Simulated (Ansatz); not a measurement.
# SrMg3 under strains and displacements

Method: DFT PBEsol, scalar-relativistic, plane waves, PAW in Ansatz.

Settings: cutoff 420 eV, Γ-centred mesh 15×15×4 on the computed 4-atom cell, Gaussian smearing of 0.10 eV; no spin polarisation.

Reference cell:

```
CELL_PARAMETERS angstrom
3.56868 0.00000 0.00000
-1.78434 3.09057 0.00000
0.00000 0.00000 10.94239
ATOMIC_POSITIONS crystal
Sr 0.66667 0.33333 0.50000
Mg 0.66667 0.33333 0.00000
Mg 0.00000 0.00000 0.22818
Mg 0.00000 0.00000 0.77182
```

Each variant moves atoms of this cell by the vectors given, if any (Å), and then applies a symmetric strain (tensor components, Cartesian axes). The reference cell isn't relaxed at this level. Energies are per atom at zero smearing, counted from the lowest variant. Pressure is positive in compression.

1. strain (xx yy zz yz xz xy, %) 1.11 1.11 -4.89 0.00 0.00 0.00; moves: Mg3 (0.000, 0.000, -0.354); Mg4 (0.000, 0.000, 0.354)
2. strain (xx yy zz yz xz xy, %) 1.91 1.91 7.91 0.00 0.00 0.00; moves: Mg3 (0.000, 0.000, -0.042); Mg4 (0.000, 0.000, 0.042)
3. strain (xx yy zz yz xz xy, %) -5.29 -5.29 0.71 0.00 0.00 0.00; moves: Mg3 (0.000, 0.000, 0.141); Mg4 (0.000, 0.000, -0.141)

```
variant  ΔE (meV/atom) P (GPa) largest force (eV/Å) gap on mesh (eV) space group
      1              ?        ?                     ?                 ?            ?
      2           33.2    -2.75                  0.03                 0        P-6m2
      3            0.0     1.18                  0.41                 0        P-6m2
```

Task: Give the withheld rows.

Result:
| variant | ΔE (meV/atom) | P (GPa) | largest force (eV/Å) | gap on mesh (eV) | space group |
| --- | --- | --- | --- | --- | --- |
| 1 | 48.7 | 1.21 | 0.87 | 0 | P-6m2 |